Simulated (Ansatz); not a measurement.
How much do the gradients of SiNi2 depend on the method?

Cell: a COD entry whose atoms were relaxed with PBE, the cell held.

Space group Pnma (No. 62); a = 4.9900, b = 3.7200, c = 7.0600 Å.

```
site  Wyckoff  site symmetry       x       y       z
  Si       4c            .m.  0.2888  0.2500  0.3858
 Ni5       4c            .m.  0.9588  0.2500  0.7948
 Ni9       4c            .m.  0.3298  0.2500  0.0603
```

One atom of each set is listed.

First run. All values are calculated (Ansatz; DFT, PBE, plane waves and PAW, scalar-relativistic, collinear spin, 420 eV cutoff, Γ-centred 9×12×6 k-points, Fermi–Dirac smearing 0.05 eV), not measured. Start moments as typed (μB): 1.5 on each Ni, none on the rest.

| site | V_zz (10²¹ V/m²) | η |
| --- | --- | --- |
| Si | 3.02 | 0.25 |
| Ni5 | -1.95 | 0.90 |
| Ni9 | 1.00 | 0.47 |

Second run. The same atoms and settings, except that the functional is r2SCAN and the cutoff is 500 eV.

Task: What does the second run give?

Result: 

```tsv
site	V_zz	η	change of V_zz
Si	3.04	0.25	+0.02
Ni5	-2.18	0.89	-0.23
Ni9	1.05	0.37	+0.05
```

The largest change of V_zz is on Ni5, from -1.95 to -2.18. In per cent, |V_zz| changes by +1 on Si (all sites that start above 2).

The run finds no gap above 0.1 eV (a metal, or nearly one), so the gradients can move by 10 % or more with the k-mesh. With these PAW files V_zz is typically within 2 to 3 % of all-electron values, but misses above 10 % occur on Ni. The start moments die out, and the run ends without spin.
For the second run: At this cell the r2SCAN pressure is -5 GPa, so with r2SCAN the cell would shrink if it were relaxed. The entry's cell may itself be off. The program didn't check the stability of this electronic state in full, so a lower one may lie near.
